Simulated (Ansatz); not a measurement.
RuS$_{2}$:
```cif
data_Ru4S8
_chemical_formula_sum 'Ru4 S8'
_space_group_name_H-M_alt 'Pa-3'
_space_group_IT_number 205
_space_group_name_Hall '-P 2ac 2ab 3'
_cell_length_a 5.63192
_cell_length_b 5.63192
_cell_length_c 5.63192
_cell_angle_alpha 90.000
_cell_angle_beta 90.000
_cell_angle_gamma 90.000
loop_
_atom_site_label
_atom_site_type_symbol
_atom_site_symmetry_multiplicity
_atom_site_Wyckoff_symbol
_atom_site_fract_x
_atom_site_fract_y
_atom_site_fract_z
_atom_site_occupancy
Ru1 Ru 4 a 0.00000 0.00000 0.00000 1
S1 S 8 c 0.38791 0.38791 0.38791 1
```

Relaxed with r²SCAN.

Question: Give the optical modes at the zone centre with their infrared and Raman activity from DFPT, r²SCAN (plane waves, PAW; program Ansatz).

Answer: Transverse frequencies, without the LO–TO term; a row sums one degenerate level.

| ω (cm⁻¹) | degeneracy | IR ((D/Å)²/amu) | Raman (Å⁴/amu) | activity | symmetry |
|---|---|---|---|---|---|
| 176 | 1 | 0.00 | 0 | silent | Au |
| 182 | 3 | 0.32 | 0 | IR | Tu |
| 199 | 2 | 0.00 | 0 | silent | Eu |
| 231 | 3 | 1.24 | 0 | IR | Tu |
| 322 | 1 | 0.00 | 0 | silent | Au |
| 330 | 3 | 8.71 | 0 | IR | Tu |
| 354 | 2 | 0.00 | 0 | silent | Eu |
| 360 | 3 | 4.75 | 0 | IR | Tu |
| 363 | 2 | 0.00 | 1900 | Raman | Eg |
| 364 | 3 | 0.00 | 140 | Raman | Tg |
| 369 | 1 | 0.00 | 3600 | Raman | Ag |
| 372 | 3 | 85.56 | 0 | IR | Tu |
| 396 | 3 | 0.00 | 520 | Raman | Tg |
| 430 | 3 | 0.00 | 88 | Raman | Tg |

Question: How high does the top mode go among those that the LO–TO term moves?

Answer: 405 cm⁻¹ for q along x.

Symmetry was held in the r²SCAN relaxation; phonons on a q-mesh show no instability. No spin polarisation was allowed.

Potentials: the later of the program's two PAW sets.
